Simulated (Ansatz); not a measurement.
PbF2:
Space group Fm-3m (No. 225); a = b = c = 5.945 Å, α = β = γ = 90.00°

| atom | site | symmetry | x | y | z |
|---|---|---|---|---|---|
| Pb | 4a | m-3m | 0.0000 | 0.0000 | 0.0000 |
| F | 8c | -43m | 0.2500 | 0.2500 | 0.2500 |
(The calculation used a cell of 3 atoms; values per cell refer to that cell.)

Relaxed with r²SCAN+D4. DFT-r²SCAN+D4 in the program Ansatz with PAW potentials gives a gap of 4.93 eV.

Question: What gap does HSE06 give on the same cell (Ansatz, PAW)?

Answer: 5.74 eV, 0.80 eV more. The hybrid was solved on a coarser mesh and at special points; its gap is the smallest among all of these.

```json
[
 {"k": "Γ", "v1 r²SCAN+D4": "-2.09", "c1 r²SCAN+D4": "7.30", "v1 HSE06": "…", "c1 HSE06": "…"},
 {"k": "X", "v1 r²SCAN+D4": "-0.14", "c1 r²SCAN+D4": "4.93", "v1 HSE06": "-0.13", "c1 HSE06": "5.74"},
 {"k": "L", "v1 r²SCAN+D4": "-0.06", "c1 r²SCAN+D4": "5.38", "v1 HSE06": "…", "c1 HSE06": "…"},
 {"k": "W", "v1 r²SCAN+D4": "0.00", "c1 r²SCAN+D4": "6.56", "v1 HSE06": "…", "c1 HSE06": "…"},
 {"k": "K", "v1 r²SCAN+D4": "-0.03", "c1 r²SCAN+D4": "5.82", "v1 HSE06": "…", "c1 HSE06": "…"}
]
```

Question: Top valence (v1) and lowest conduction level (c1) in eV from each method's valence maximum (which need not be a listed point): supply the withheld HSE06 values.

Answer: 
- L, v1 HSE06: -0.12
- L, c1 HSE06: 6.28
- W, v1 HSE06: 0.00
- W, c1 HSE06: 7.42
- K, v1 HSE06: -0.04
- K, c1 HSE06: 6.65
- Γ, v1 HSE06: -2.55
- Γ, c1 HSE06: 8.19

Cost on shared cores: the r²SCAN+D4 run (SCF on a 8×8×8 mesh, then bands and DOS) roughly 14 core-seconds, the HSE06 run (SCF on 6×6×6, then a few points) around 100 core-seconds (rough); the tasks are unlike.

The cell was relaxed with r²SCAN+D4 under the symmetry of its start; phonons on a q-mesh show no instability. Spin–orbit coupling is left out wherever it is not named.

Potentials: the later of the program's two PAW sets.
